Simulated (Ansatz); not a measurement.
Consider the following.

MgS:
```
MgS
1.0
    0.00000     2.56453     2.56453
    2.56453     0.00000     2.56453
    2.56453     2.56453     0.00000
S Mg
1 1
Direct
  0.00000   0.00000   0.00000
  0.50000   0.50000   0.50000
```

This is the LDA-relaxed structure.

Q: All from the program Ansatz at the LDA level (PAW), unless another level is named. Give the hole effective mass, band 1 of 3 at the edge.

A: 0.89 along [100], 8.4 along [110], 2.2 along [111] (mₑ).

Q: And the formation energy from the elements (no fitted shifts)?

A: -1.54 eV/atom.

Q: What about the weight of the conduction-edge state by species (Voronoi cells)?

A: Mg 68 %, S 32 %.

Q: Give the valence-band maximum.

A: at Γ.

Q: What about the weight of the valence-edge state by species (Voronoi cells)?

A: S 89 %, Mg 11 %.

Q: And the conduction-band minimum?

A: at X (3 equivalent valleys).

Space group Fm-3m (rock salt). The cell was relaxed with LDA under the symmetry of its start; phonons on a q-mesh show no instability. The references are the lowest solids computed at this level, not always the standard phases.

Potentials: the later of the program's two PAW sets.

Edges and masses are those of Kohn–Sham bands, whose gap is no quasiparticle gap.
